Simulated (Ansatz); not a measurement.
**CdCu₄I, a known structure type with other elements, at an estimated volume**

```
CELL_PARAMETERS angstrom
0.00000 3.78990 3.78990
3.78990 0.00000 3.78990
3.78990 3.78990 0.00000
ATOMIC_POSITIONS crystal
Cu 0.37423 0.37423 0.37423
Cu 0.87731 0.37423 0.37423
Cu 0.37423 0.37423 0.87731
Cu 0.37423 0.87731 0.37423
Cd 0.00000 0.00000 0.00000
I 0.75000 0.75000 0.75000
```

Single point in Ansatz 0.2.0 with PBE, no spin polarisation. Cutoff 420 eV, PAW datasets, 8×8×8 Γ-centred k mesh, fermi-dirac filling (width 0.1 eV).

Electronic structure: It is a metal, with about 2.5 states/eV a cell as the mean within 0.25 eV of the Fermi level, mostly Cd s (25 %), I p (24 %) and Cu s (19 %).
Forces: Nearly at rest: the largest force is 0.026 eV/Å.
Stress: The pressure is -4.9 GPa (compression positive), so with the atoms held at these fractions the cell would first shrink.
Charges: Bader charges in e: Cd +0.34, Cu -0.03, I -0.21. In the mean Cd gives up most and I takes most.

Origin: a known structure type with other elements, at an estimated volume, so it need not be a known compound. Caveats: odd electron count without spin polarisation, so a magnetic state may lie lower.
